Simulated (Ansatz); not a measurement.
Here is the system:

Generalised stacking fault of BaF2 (fluorite) on the {100} plane. The cell below holds the perfect crystal with the plane normal along z; tilting its third vector by the shift puts one fault into each cell, between planes 1.56 Å apart, at fixed cell height.

```
CELL_PARAMETERS angstrom
      4.41689     0.00000     0.00000
      0.00000     4.41689     0.00000
      2.20844     2.20844     9.36963
ATOMIC_POSITIONS crystal
  Ba 0.00000 0.00000 0.91667
  Ba 0.33333 0.33333 0.25000
  Ba 0.66667 0.66667 0.58333
  F  0.91667 0.41667 0.08333
  F  0.25000 0.75000 0.41667
  F  0.58333 0.08333 0.75000
  F  0.41667 0.91667 0.08333
  F  0.75000 0.25000 0.41667
  F  0.08333 0.58333 0.75000
```

In-plane vectors a = (4.417, 0.000) Å, b = (0.000, 4.417) Å, area 19.51 Å². The shift is s times the vector a (length 4.417 Å), so s = 1 restores the start. Atoms relax along the normal only. γ = [E(shift) − E(0)] / area.

Calculation: PBE (plane waves to 420 eV, PAW, scalar-relativistic; Ansatz, a program for electronic structure). k mesh 7×7×7 (Γ-centred), Fermi-Dirac smearing 0.05 eV. E is the zero-smearing estimate. Some relaxations began with atoms very close together and may have settled on another branch. Faults lie only 9.4 Å apart, and holding the cell height raises γ above its relaxed value. BaF2 was relaxed with its symmetry unable to fall. The zero of γ is zero shift.

The scan covers s from 0.000 to 0.917 in 12 points.

Q: At which s is γ highest?

A: s = 0.500.

Q: Does γ have a local minimum between the ends of the line, and at which s?

A: No computed point is one.

Q: What is the highest γ among twelve even steps of s?

A: 888 mJ/m².

(The slope of γ gives the shear force per area between the displaced halves; near zero shift its curvature is an elastic stiffness.)
